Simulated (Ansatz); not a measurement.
## Rocksalt alloy of MgO and CaO (26 of 32 Mg sites exchanged), 64 atoms

Ansatz, PAW, plane waves. PBEsol relaxation of volume and atoms (shape held) at the single k point (¼, ¼, ¼) without its symmetry partners; single points on the relaxed atoms at the Γ point alone, onto which points of the small cell's zone fold. Arrangement: random. No spin–orbit coupling unless named.

Relaxed structure:

```yaml
crystal:
  lattice:
    - [9.35849, 0.00000, 0.00000]
    - [0.00000, 9.35849, 0.00000]
    - [0.00000, 0.00000, 9.35849]
  atoms:
    - { symbol: O, position: [0.24966, 0.00166, 0.99973] }
    - { symbol: O, position: [0.24850, 0.01011, 0.50021] }
    - { symbol: O, position: [0.24847, 0.49884, 0.99825] }
    - { symbol: O, position: [0.24029, 0.49079, 0.50097] }
    - { symbol: O, position: [0.75023, 0.00054, 0.99861] }
    - { symbol: O, position: [0.75143, 0.00202, 0.50143] }
    - { symbol: O, position: [0.75139, 0.50005, 0.99015] }
    - { symbol: O, position: [0.75961, 0.49930, 0.50948] }
    - { symbol: O, position: [0.00140, 0.25168, 0.00327] }
    - { symbol: O, position: [0.00959, 0.26044, 0.49795] }
    - { symbol: O, position: [0.00006, 0.74846, 0.00814] }
    - { symbol: O, position: [0.00108, 0.74027, 0.49122] }
    - { symbol: O, position: [0.49859, 0.25078, 0.00817] }
    - { symbol: O, position: [0.49038, 0.25211, 0.49118] }
    - { symbol: O, position: [0.49981, 0.74979, 0.99411] }
    - { symbol: O, position: [0.49876, 0.74889, 0.50544] }
    - { symbol: O, position: [0.99983, 0.99211, 0.25180] }
    - { symbol: O, position: [0.99849, 0.99700, 0.74858] }
    - { symbol: O, position: [0.99882, 0.50905, 0.25999] }
    - { symbol: O, position: [0.99030, 0.50231, 0.73982] }
    - { symbol: O, position: [0.50008, 0.00612, 0.25048] }
    - { symbol: O, position: [0.50130, 0.99212, 0.74949] }
    - { symbol: O, position: [0.50114, 0.49482, 0.25138] }
    - { symbol: O, position: [0.50951, 0.50908, 0.74816] }
    - { symbol: O, position: [0.25894, 0.25101, 0.26011] }
    - { symbol: O, position: [0.25251, 0.25163, 0.74042] }
    - { symbol: O, position: [0.24427, 0.74987, 0.25139] }
    - { symbol: O, position: [0.25780, 0.74839, 0.74836] }
    - { symbol: O, position: [0.74209, 0.25190, 0.25188] }
    - { symbol: O, position: [0.74738, 0.25985, 0.74864] }
    - { symbol: O, position: [0.75563, 0.74888, 0.25039] }
    - { symbol: O, position: [0.74094, 0.74015, 0.74925] }
    - { symbol: Ca, position: [0.99994, 0.99797, 0.00230] }
    - { symbol: Ca, position: [0.00185, 0.00036, 0.49828] }
    - { symbol: Ca, position: [0.99804, 0.50199, 0.99991] }
    - { symbol: Ca, position: [0.49994, 0.00031, 0.99996] }
    - { symbol: Ca, position: [0.49786, 0.00233, 0.49982] }
    - { symbol: Ca, position: [0.50203, 0.50045, 0.99794] }
    - { symbol: Ca, position: [0.49995, 0.49897, 0.50130] }
    - { symbol: Ca, position: [0.25199, 0.25054, 0.00249] }
    - { symbol: Ca, position: [0.24990, 0.74994, 0.99977] }
    - { symbol: Ca, position: [0.24820, 0.74755, 0.49983] }
    - { symbol: Ca, position: [0.74800, 0.25234, 0.00021] }
    - { symbol: Ca, position: [0.75024, 0.25410, 0.50014] }
    - { symbol: Ca, position: [0.74979, 0.74803, 0.99824] }
    - { symbol: Ca, position: [0.75157, 0.74642, 0.50130] }
    - { symbol: Ca, position: [0.25010, 0.00203, 0.25223] }
    - { symbol: Ca, position: [0.25189, 0.00006, 0.74793] }
    - { symbol: Ca, position: [0.24831, 0.49897, 0.25385] }
    - { symbol: Ca, position: [0.24965, 0.50013, 0.74617] }
    - { symbol: Ca, position: [0.74998, 0.00050, 0.25032] }
    - { symbol: Ca, position: [0.74790, 0.99778, 0.74973] }
    - { symbol: Ca, position: [0.75169, 0.50044, 0.25272] }
    - { symbol: Ca, position: [0.00254, 0.25323, 0.25418] }
    - { symbol: Ca, position: [0.99995, 0.25441, 0.74586] }
    - { symbol: Ca, position: [0.99735, 0.74608, 0.74703] }
    - { symbol: Ca, position: [0.49994, 0.25302, 0.74724] }
    - { symbol: Ca, position: [0.49994, 0.75014, 0.25013] }
    - { symbol: Mg, position: [0.99994, 0.50018, 0.50009] }
    - { symbol: Mg, position: [0.24995, 0.25396, 0.49744] }
    - { symbol: Mg, position: [0.74994, 0.50283, 0.74631] }
    - { symbol: Mg, position: [0.99994, 0.74608, 0.25420] }
    - { symbol: Mg, position: [0.49655, 0.25132, 0.25433] }
    - { symbol: Mg, position: [0.50335, 0.74593, 0.74897] }
```

(1) What are the mean bond lengths by pair (pairs within 1.2 times the sum of covalent radii, less contacts 15 % beyond the pair's median; cation–cation pairs of compounds aside; long ionic contacts are cut short by that bound)?

(2) What gap lies between the top filled and the lowest empty level in the single points?

Results:

(1) Ca–O 2.359 ± 0.040 Å (standard deviation, 156 bonds); Mg–O 2.259 ± 0.030 Å (standard deviation, 36 bonds).

(2) HSE06 5.59 eV (36 s on NVIDIA H100).
